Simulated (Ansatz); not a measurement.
Level of theory: DFT PBE, scalar-relativistic, plane waves, PAW (Ansatz). Cutoff 420 eV, Γ-centred 8×8×8 mesh (5-atom cell), Gaussian smearing of 0.10 eV, no spin polarisation.

Formation energies are uncorrected and count from the elements' standard states at the same level.

Question: Find a candidate cubic metal that holds Tl and 1 more element, with a formation energy near −0.06 eV/atom and about 40 Å³ per atom, in a cell of 5 atoms.

Answer: Tl4Br, space group Im-3m (No. 229). Around Tl lie 2 Br at 3.20 Å and 6 Tl at 3.69 Å; around Br lie 8 Tl at 3.20 Å.

```cif
data_structure
_symmetry_space_group_name_H-M 'Im-3m'
_symmetry_Int_Tables_number 229
_cell_length_a 7.3883
_cell_length_b 7.3883
_cell_length_c 7.3883
_cell_angle_alpha 90.000
_cell_angle_beta 90.000
_cell_angle_gamma 90.000
_cell_volume 403.31
loop_
_atom_site_label
_atom_site_type_symbol
_atom_site_symmetry_multiplicity
_atom_site_Wyckoff_symbol
_atom_site_fract_x
_atom_site_fract_y
_atom_site_fract_z
_atom_site_occupancy
Tl1 Tl 8 c 0.25000 0.25000 0.75000 1
Br1 Br 2 a 0.00000 0.00000 0.00000 1
```

| Item | Value |
| --- | --- |
| Volume per atom | 40.33 Å³ |
| Density | 7.39 g/cm³ |
| Formation energy | −0.06 eV/atom |
| Gap on the 8×8×8 mesh of the 5-atom cell | 0 eV (a metal) |

It was reached by relaxing an invented guess, and it needn't be the stable form of this composition. Other answers may fit too; this one was computed.

Spin–orbit coupling, which can matter for Tl, is left out. The reference form of Br is held partly by dispersion forces, which this level lacks. A structure relaxed within its symmetry needn't be a true minimum.
